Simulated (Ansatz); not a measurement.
A geometry of Ta away from equilibrium: step 2 of the relaxation of a relaxed Ta cell, doubled along one cell vector, shaken by Gaussian noise of σ = 0.08 Å a coordinate. These are PBE (plane waves to 420 eV, PAW, scalar-relativistic; Ansatz, a first-principles code) values and carry that method's errors. Γ-centred k-mesh 14×14×7 on the run's cell (coarser than for final values), Fermi–Dirac smearing 0.05 eV.

```xyz
2
Lattice="-1.6708 1.6554 1.6516 1.6555 -1.6712 1.6521 3.3082 3.3091 -3.3348" Properties=species:S:1:pos:R:3 pbc="T T T"
Ta     0.0973    -0.0418     0.1244
Ta     1.7167     1.5768    -1.7474
```

Task: Which atoms carry the largest force, and which way does it point?

Result: 1.47 eV/Å, on Ta1, Ta2 (atoms numbered as listed); on Ta1 its components are (-0.36, -0.36, -1.38).

Task: What is the pressure?

Result: +3.1 GPa, compression positive.

Task: How far above the relaxed end point is this geometry?

Result: 0.09 eV/atom; the path ends in Im-3m (No. 229) (bcc (W type)).

No spin polarisation in the result.

The run could not lose the symmetry of its start.
